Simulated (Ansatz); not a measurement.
A distorted cell of NiSi2 (fluorite type, space group Fm-3m):

```
CELL_PARAMETERS angstrom
      0.00000     2.69488     2.69488
      2.69488     0.00000     2.69488
      2.69488     2.69488     0.00000
ATOMIC_POSITIONS crystal
  Ni 0.00000 0.00000 0.00000
  Si 0.25000 0.25000 0.25000
  Si 0.76971 0.76971 0.76971
```

Computed with PBEsol (plane waves to 420 eV, PAW, scalar-relativistic; Ansatz, an electronic-structure program). k mesh 12×12×12 (Γ-centred), Fermi-Dirac smearing 0.05 eV. The energy includes the smearing's −TS. Compression counts positive. With partly filled bands, energies and forces of such displacements shift with the k mesh and the smearing. On this mesh the relaxed cell isn't quite at rest: it carries a pressure of -0.1 GPa (compression positive) at the zero of the scan. NiSi2 is run without spin polarisation. NiSi2 was relaxed with its symmetry unable to fall. The PAW data are Ansatz's earlier set.

Problem. What forces act on the atoms (eV/Å, Cartesian)?

Solution. 
| atom | Fx | Fy | Fz |
|---|---|---|---|
| Ni1 | 0.795 | 0.795 | 0.795 |
| Si2 | 0.312 | 0.312 | 0.312 |
| Si3 | -1.107 | -1.107 | -1.107 |

Problem. Give the stress tensor in GPa and the pressure.

Solution. 
```
    2.0      4.3      4.3
    4.3      2.0      4.3
    4.3      4.3      2.0
```
The pressure, a third of the trace, is 2.0 GPa.

Problem. In it atom 3 sits (0.106, 0.106, 0.106) Å away from its relaxed site. What is its energy relative to the relaxed cell?

Solution. 162 meV/cell.

(A displaced cell: forces are minus the slopes of the energy, force constants its curvatures, and phonons follow from these.)
